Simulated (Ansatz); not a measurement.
A crystal relaxed with r2SCAN in Ansatz has space group Pmm2 (No. 25) and a = 3.444 Å, b = 5.815 Å, c = 5.822 Å.

```json
{"atom": "Si", "site": "1c", "x": "0.5000", "y": "0.0000", "z": "0.5726"}
{"atom": "Si", "site": "2g", "x": "0.0000", "y": "0.7522", "z": "0.9431"}
{"atom": "O", "site": "2h", "x": "0.5000", "y": "0.7909", "z": "0.3861"}
{"atom": "O", "site": "1a", "x": "0.0000", "y": "0.0000", "z": "0.0834"}
{"atom": "O", "site": "1a", "x": "0.0000", "y": "0.0000", "z": "0.6618"}
{"atom": "O", "site": "2h", "x": "0.5000", "y": "0.7627", "z": "0.8441"}
{"atom": "Xx", "site": "1d", "x": "0.5000", "y": "0.5000", "z": "0.5304"}
{"atom": "O", "site": "1b", "x": "0.0000", "y": "0.5000", "z": "0.1041"}
{"atom": "O", "site": "1b", "x": "0.0000", "y": "0.5000", "z": "0.7009"}
```

With r2SCAN the valence top lies at Z–U (0.75 of the way from Z) and the conduction bottom at Γ, 4.67 eV higher; the smallest vertical gap, at Γ, is 4.94 eV. The HSE06 gap is indirect, 5.68 eV (Z–U (0.75 of the way from Z) to Γ), below the direct gap of 5.97 eV at Γ. PBE gives an indirect gap of 3.93 eV, from Z–U (0.75 of the way from Z) to Γ; the least direct gap is 4.17 eV at Γ. Meshes: r2SCAN 8×4×4, HSE06 4×4×4, PBE 8×4×4. r2SCAN's ε∞ is 3.5, 3.8 and 3.3 along x, y and z.

Q: Which element is Xx?
A. Hf
B. Zr
C. Ti
D. Sn

A: A. Xx is Hf: a 12-atom cell of HfSi₃O₈ built on tetragonal HfO2 (relaxed group Pmm2) (it has left that coordination). Si has 6 O at 1.63–2.10 Å; Si has 5 O at 1.66–2.03 Å; O has 1 Si at 1.63 Å and 1 Hf at 1.89 Å; O has 2 Si at 1.66 Å; O has 2 Si at 1.80 Å; O has 3 Si at 1.82–2.10 Å and 1 Hf at 2.38 Å; Hf has 6 O at 1.89–2.38 Å; O has 2 Si at 1.74 Å (further sites aren't listed).

(Calculated; spin-unpolarised; the phase may be known or hypothetical.)

Spin-orbit coupling is left out, which matters wherever the heavy atoms make up the band edges.

Where an edge lies off the special points, it is a point of the mesh or the k point where a search put PBE's edge or least direct gap, reused for the other functionals, whose own edges may lie a little apart.

The meshes of the hybrids are coarse, so their gaps aren't converged to the digits shown.

For a response run the program warns that the ground state's bands aren't all converged, so ε∞ carries an extra error.
